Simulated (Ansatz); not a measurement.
Bi: frozen-core PAW against all-electron methods

```
CELL_PARAMETERS angstrom
4.57651 0.00000 0.00000
-2.28826 3.96338 0.00000
0.00000 0.00000 11.92676
ATOMIC_POSITIONS crystal
Bi 0.33333 0.66667 0.25000
Bi 0.66667 0.33333 0.75000
```

Atoms are numbered in the order listed.

Conventional cell: a = 4.577 Å, b = 4.577 Å, c = 11.927 Å, α = 90.00°, β = 90.00°, γ = 120.00°.

The cell comes from COD entry 9011614, which wasn't checked; take it as a given geometry. The listed cell was then made from it by scaling, straining or moving an atom.

Spin–orbit coupling is left out, though it moves levels of the heavy atoms by tenths of an eV or more.

All numbers are computed: DFT, PBEsol, PAW with Ansatz's default frozen-core files, scalar-relativistic (Ansatz 0.2.0); DFT, PBEsol, all-electron LAPW, scalar-relativistic (Ansatz 0.2.0).

For PAW: a Γ-centred 9×9×3 k mesh, Fermi–Dirac smearing of 0.03 eV, cutoff 420 eV, no spin polarisation; the PAW files were made with PBE, and the program remakes their frozen cores for this functional. LAPW targets a basis error of 0.5 meV/atom. The Ansatz runs share mesh, smearing and spin set-up. Plane-wave (PAW) pressures include the program's estimate of the Pulay term.

Stress and pressure are positive in compression.

The change that made this cell: volume scaled by 1.025.

```json
{"quantity": "pressure (GPa)", "PAW": "-3.39", "LAPW": "-3.39"}
{"quantity": "stress xx (GPa)", "PAW": "-4.91", "LAPW": "-4.91"}
{"quantity": "stress zz (GPa)", "PAW": "-0.34", "LAPW": "-0.34"}
```
